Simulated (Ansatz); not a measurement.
Ti (bcc (W type), Im-3m) under volume change, the program Ansatz at the PBEsol level (PAW), scaled uniformly.

```
V (Å³/atom)  E − E(relaxed) (meV/atom)  P (GPa)
-----------  -------------------------  -------
15.048                            54.0    12.38
15.544                            23.0     7.74
16.040                             5.5     3.63
16.536                             0.0     0.00
17.032                             5.1    -3.20
17.528                            19.4    -6.00
18.024                            41.9    -8.47
```

Question: What does a third-order Birch–Murnaghan fit give for V₀, B₀ and B′?

Answer: V₀ = 16.54 Å³/atom, B₀ = 113 GPa, B′ = 3.2.

This is a known high-temperature phase of the composition, computed here at zero pressure and temperature. Symmetry was held in the PBEsol relaxation. At this level the phase is dynamically unstable (imaginary phonons). The run is not spin-polarised.

Potentials: the earlier of the program's two PAW sets. The files were generated under PBE; for other functionals the program regenerates the frozen cores, and for LDA and PBEsol the local potential too.
